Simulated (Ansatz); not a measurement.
This cell of Ru (hcp, Mg type) is off equilibrium:

```
CELL_PARAMETERS angstrom
      2.70456     0.00000     0.00000
     -1.35228     2.34222     0.00000
      0.00000     0.00000     4.26009
ATOMIC_POSITIONS crystal
  Ru 0.41360 0.70680 0.68980
  Ru 0.66667 0.33333 0.25000
```

Level of theory: r2SCAN (plane waves to 500 eV, PAW, scalar-relativistic; Ansatz, an electronic-structure program). k mesh 16×16×9 (Γ-centred), Fermi-Dirac smearing 0.05 eV. E stands for the smeared free energy. Stress and pressure are positive under compression. With partly filled bands, energies and forces of such displacements shift with the k mesh and the smearing. Ru is run without spin polarisation. Ru was relaxed with its symmetry unable to fall.

Q: What forces act on the atoms (eV/Å, Cartesian)?

A: 
```csv
atom,Fx,Fy,Fz
Ru1,-1.294,-0.747,3.950
Ru2,1.294,0.747,-3.950
```

Q: What is the stress tensor (GPa)?

A: 
```
    4.6     -4.9     -6.2
   -4.9     10.2     -3.6
   -6.2     -3.6     29.0
```
The pressure, a third of the trace, is 14.6 GPa.

Q: In it atom 1 sits (0.163, 0.094, -0.256) Å away from its relaxed site. What is its energy relative to the relaxed cell?

A: 593 meV/cell.

(For displaced atoms, the force is minus the slope of the energy, and its curvature is a force constant, which sets phonon frequencies.)
